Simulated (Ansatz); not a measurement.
## Kick test of a cell of HfIn4SiO6

It was reached by relaxing an invented guess, and it needn't be the stable form of this composition.

Computed with Ansatz 0.2.0, DFT PBE, scalar-relativistic, plane waves, PAW. Plane waves to 420 eV, a k mesh through Γ of 12×12×4 on the computed 12-atom cell and Gaussian smearing (0.01 eV); no spin polarisation.

The cell below (12 atoms, space group P312 (No. 149)) is relaxed within its symmetry.

```yaml
crystal:
  lattice:
    - [5.27743, 0.00000, 0.00000]
    - [-2.63872, 4.57039, 0.00000]
    - [0.00000, 0.00000, 10.55905]
  atoms:
    - { symbol: Hf, position: [0.00000, 0.00000, 0.00000] }
    - { symbol: In, position: [0.33333, 0.66667, 0.30446] }
    - { symbol: In, position: [0.33333, 0.66667, 0.69554] }
    - { symbol: In, position: [0.66667, 0.33333, 0.78919] }
    - { symbol: In, position: [0.66667, 0.33333, 0.21081] }
    - { symbol: Si, position: [0.33333, 0.66667, 0.00000] }
    - { symbol: O, position: [0.30634, 0.37162, 0.89972] }
    - { symbol: O, position: [0.62838, 0.69366, 0.10028] }
    - { symbol: O, position: [0.62838, 0.93471, 0.89972] }
    - { symbol: O, position: [0.06529, 0.37162, 0.10028] }
    - { symbol: O, position: [0.06529, 0.69366, 0.89972] }
    - { symbol: O, position: [0.30634, 0.93471, 0.10028] }
```

For the test it was strained at random (σ = 1.5 % a component), the atoms were moved at random (σ = 0.15 Å), and all was relaxed again on a coarse 6×6×2 mesh (in the run’s order of axes) with 0.20 eV smearing, with no symmetry imposed.

Weakly bound directions are ill-defined at this level, which has no dispersion term. Spin–orbit coupling, which can matter for Hf, is left out.

Problem. Does it come back?

Solution. It doesn't return. The energy falls by 11 meV/atom on that mesh, the volume changes by -14.8 %, and the end has space group P1 (No. 1) at a loose tolerance. Relaxed again on an 8×8×4 mesh with 0.01 eV smearing, the new structure lies 11 meV/atom below the first (mesh in the axes of the run's cell; the cell below is made exact in the group named). Space group P1 (No. 1), triclinic, a = 5.255 Å, b = 5.279 Å, c = 9.387 Å, α = 82.4°, β = 73.8°, γ = 60.2°. Hf is surrounded by 6 O at 2.09–2.10 Å and 3 Si at 3.04–3.05 Å; around In on its first site lie 3 O at 2.66–2.70 Å; Si is surrounded by 6 O at 1.83 Å and 3 Hf at 3.04–3.05 Å; O on its first site has 1 Si at 1.83 Å, 1 Hf at 2.10 Å, 1 In at 2.30 Å, 4 O at 2.47–2.71 Å and 1 In at 2.67 Å; 8 more sites not described.

```
CELL_PARAMETERS angstrom
5.25455 0.00000 0.00000
2.62685 4.57881 0.00000
2.61972 -0.06374 9.01393
ATOMIC_POSITIONS crystal
Hf 0.99991 0.00020 0.99995
In 0.14914 0.33350 0.36308
In 0.52095 0.32398 0.63913
In 0.79010 0.66468 0.75549
In 0.54188 0.67100 0.24472
Si 0.33271 0.33450 0.00003
O 0.12296 0.62729 0.88252
O 0.00367 0.31005 0.11714
O 0.36562 0.06447 0.88251
O 0.24926 0.63058 0.11662
O 0.68838 0.30611 0.88205
O 0.56875 0.06698 0.11677
```
